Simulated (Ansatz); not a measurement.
# P started on an O site next to an O vacancy in rutile TiO2, 11 atoms, charge −1

A calculation with Ansatz 0.2.0 (PAW, plane waves); the settings stand in the input.

Input file:

```yaml
crystal:
  lattice:
    - [4.591414, 0.000000, 0.000000]
    - [0.000000, 4.591414, 0.000000]
    - [0.000000, 0.000000, 5.877742]
  atoms:
    - { symbol: Ti, position: [0.002043, 0.001404, 0.001849] }
    - { symbol: Ti, position: [0.003892, 0.004054, 0.498518], spin: 0.5 }
    - { symbol: Ti, position: [0.501862, 0.501076, 0.249299], spin: 0.5 }
    - { symbol: Ti, position: [0.500654, 0.500816, 0.749941], spin: 0.5 }
    - { symbol: O, position: [0.310437, 0.304161, 0.004185] }
    - { symbol: O, position: [0.695420, 0.700341, 0.996808] }
    - { symbol: O, position: [0.195342, 0.805179, 0.248660] }
    - { symbol: O, position: [0.192931, 0.806904, 0.745674] }
    - { symbol: O, position: [0.809111, 0.196625, 0.253870] }
    - { symbol: O, position: [0.797190, 0.198310, 0.754298] }
    - { symbol: P, position: [0.315703, 0.305628, 0.501943], spin: 0.5 }
kpoints:
  mp_grid: { grid: [2, 2, 2], shift: [0.5, 0.5, 0.5] }
hamiltonian:
  xc: pbe0
total_charge: -1
magnetization:
  spin_polarized: true
scf:
  occupations: { method: fermi_dirac, width: 0.01 }
  max_iter: 90
  mixing: { beta: 0.6 }
output:
  forces: true
  eigenvalues: true
  stress: true
  write_density: true
  write_potential: true
  elf: true
  volumetric_format: npy
```

Command:

```sh
ansatz run in.yaml --threads 8 --pin off --max-ram 13300MiB --runs-dir r --events-out ev --progress --plain
```

The end of the output:

```
SCF iter  83: F=—  HF=-14152.600070 eV  |F-HF|=—  |Δ(HF+E_count)|=   1.98e-7  Δρ=3.54e-5 (↑3.54e-5 ↓3.34e-5)  dr2=7.17e-7  dr2_m=1.24e-6  M=-0.027 μB ∫|m|=0.039 μB  β_m=1.00  ethr=5.04e-10  ⟨swp⟩=4.0  Hψ=1167  notcnv=0
SCF iter  84: F=—  HF=-14152.600069 eV  |F-HF|=—  |Δ(HF+E_count)|=   3.47e-7  Δρ=3.70e-5 (↑3.70e-5 ↓3.15e-5)  dr2=9.62e-7  dr2_m=1.15e-6  M=-0.027 μB ∫|m|=0.038 μB  β_m=1.00  ethr=5.04e-10  ⟨swp⟩=4.0  Hψ=1091  notcnv=0
SCF iter  85: F=—  HF=-14152.600069 eV  |F-HF|=—  |Δ(HF+E_count)|=   5.10e-7  Δρ=3.30e-5 (↑3.09e-5 ↓3.30e-5)  dr2=8.37e-7  dr2_m=1.01e-6  M=-0.027 μB ∫|m|=0.038 μB  β_m=1.00  ethr=5.04e-10  ⟨swp⟩=4.1  Hψ=1196  notcnv=0
SCF iter  86: F=—  HF=-14152.600069 eV  |F-HF|=—  |Δ(HF+E_count)|=   4.63e-8  Δρ=3.37e-5 (↑3.35e-5 ↓3.37e-5)  dr2=9.00e-7  dr2_m=1.13e-6  M=-0.027 μB ∫|m|=0.038 μB  β_m=1.00  ethr=5.04e-10  ⟨swp⟩=4.0  Hψ=1072  notcnv=0
SCF iter  87: F=—  HF=-14152.600068 eV  |F-HF|=—  |Δ(HF+E_count)|=   1.15e-6  Δρ=3.10e-5 (↑2.87e-5 ↓3.10e-5)  dr2=7.68e-7  dr2_m=9.28e-7  M=-0.026 μB ∫|m|=0.036 μB  β_m=1.00  ethr=5.04e-10  ⟨swp⟩=4.2  Hψ=1011  notcnv=0
SCF iter  88: F=—  HF=-14152.600069 eV  |F-HF|=—  |Δ(HF+E_count)|=   8.69e-7  Δρ=3.50e-5 (↑3.10e-5 ↓3.50e-5)  dr2=1.10e-6  dr2_m=1.10e-6  M=-0.026 μB ∫|m|=0.037 μB  β_m=1.00  ethr=5.04e-10  ⟨swp⟩=4.8  Hψ=895  notcnv=0
SCF iter  89: F=—  HF=-14152.600075 eV  |F-HF|=—  |Δ(HF+E_count)|=   6.01e-6  Δρ=5.93e-5 (↑5.12e-5 ↓5.93e-5)  dr2=7.55e-6  dr2_m=2.58e-6  M=-0.030 μB ∫|m|=0.043 μB  β_m=1.00  ethr=5.04e-10  ⟨swp⟩=5.4  Hψ=1349  notcnv=0  recentre
SCF iter  90: F=—  HF=-14152.600067 eV  |F-HF|=—  |Δ(HF+E_count)|=   7.94e-6  Δρ=3.04e-5 (↑2.68e-5 ↓3.04e-5)  dr2=1.88e-6  dr2_m=6.61e-7  M=-0.025 μB ∫|m|=0.035 μB  β_m=1.00  ethr=5.04e-10  ⟨swp⟩=5.8  Hψ=1453  notcnv=0
Error: did not converge after 90 iterations: dr2 = 1.88e-6 (threshold 1.00e-7), under the density mixer `msr1`, which `scf.mixing.algorithm: auto` chose by the deck's other keys (type `scf.mixing.algorithm: msr1` to keep it); this SCF is the semilocal warm-up of a hybrid solve, ahead of its exchange loop; raise `scf.max_iter`, which need not help a stalled SCF, or adjust the mixing (`scf.mixing`)
```

The calculation stopped without meeting its thresholds.
